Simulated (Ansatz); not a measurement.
C in space group I4/mmm (No. 139; C on 8h) under volume change, PBEsol in the plane-wave PAW code Ansatz, shape and atoms relaxed at each volume.

```
V (Å³/atom)  E − E(relaxed) (meV/atom)     P (GPa)
-----------  -------------------------  ----------
5.394                       (withheld)  (withheld)
5.572                       (withheld)  (withheld)
5.749                              7.3       13.38
5.927                              0.0        0.00
6.105                              6.6      -11.63
6.283                             25.2      -21.74
6.461                             54.4      -30.53
```

### Question
What belongs in the gaps?

### Answer

- 5.572, E − E(relaxed) (meV/atom): 30.5
- 5.572, P (GPa): 28.78
- 5.394, E − E(relaxed) (meV/atom): 72.0
- 5.394, P (GPa): 46.51

### Question
What does a third-order Birch–Murnaghan fit give for V₀, B₀ and B′?

### Answer
V₀ = 5.93 Å³/atom, B₀ = 415 GPa, B′ = 3.7.

The start of the workflow was typed in or built on a structure type; the Crystallography Open Database copy checked does not list it. It is not the phase usual at ambient conditions (space group No. 194, 227). Symmetry was held in the PBEsol relaxation; its stability against distortions is not shown here.

Potentials: the earlier of the program's two PAW sets. The files were generated under PBE; for other functionals the program regenerates the frozen cores, and for LDA and PBEsol the local potential too.
